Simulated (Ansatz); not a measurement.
**Relaxing a structure of Ta**

The start is a generated cell, Ta built in the diamond structure type. Cell shape, volume and atoms are optimised at zero target pressure with PBEsol (plane waves to 420 eV, PAW, scalar-relativistic; Ansatz, a program for electronic structure). The first steps use a coarse 10×10×10 k-mesh.

Initial structure:
```yaml
crystal:
  lattice:
    - [0.00000, 2.94449, 2.94449]
    - [2.94449, 0.00000, 2.94449]
    - [2.94449, 2.94449, 0.00000]
  atoms:
    - { symbol: Ta, position: [0.25000, 0.25000, 0.25000] }
    - { symbol: Ta, position: [0.00000, 0.00000, 0.00000] }
```

Outcome: The space group stays Fd-3m (No. 227) (the run could not lower it); the end is diamond type, with 2 atoms in the primitive cell
Energy released: 0.02 eV/atom
Volume change: +5.9 %, from 25.53 to 27.03 Å³/atom
Shortest distances (start → end): The closest pairs of elements (up to four, under 3.6 Å), start → end: Ta–Ta 2.55 → 2.60 Å
Band gap at the end: no gap (metallic)
Optimiser moves: 7

The end point of the relaxation:

```cif
data_Ta8
_chemical_formula_sum 'Ta8'
_space_group_name_H-M_alt 'Fd-3m :1'
_space_group_IT_number 227
_space_group_name_Hall 'F 4d 2 3 -1d'
_cell_length_a 6.00249
_cell_length_b 6.00249
_cell_length_c 6.00249
_cell_angle_alpha 90.000
_cell_angle_beta 90.000
_cell_angle_gamma 90.000
loop_
_atom_site_label
_atom_site_type_symbol
_atom_site_symmetry_multiplicity
_atom_site_Wyckoff_symbol
_atom_site_fract_x
_atom_site_fract_y
_atom_site_fract_z
_atom_site_occupancy
Ta1 Ta 8 a 0.00000 0.00000 0.00000 1
```
(The calculation used a cell of 2 atoms; values per cell refer to that cell.)

Final values are on a 13×13×13 k-mesh of the relaxed cell. The start holds a very short contact (Ta–Ta 2.55 Å). No spin polarisation in the result.

The run could not lower the symmetry of its start; a shaken copy of this end point relaxes with PBEsol to Cccm (No. 66), 2.94 eV/atom lower.

The relaxed structure here is a generated cell of Ta: the first start was made by placing the elements on the sites of a structure type, and the end was not matched to a known phase here, so it may be hypothetical. Known forms of Ta include space group No. 229.
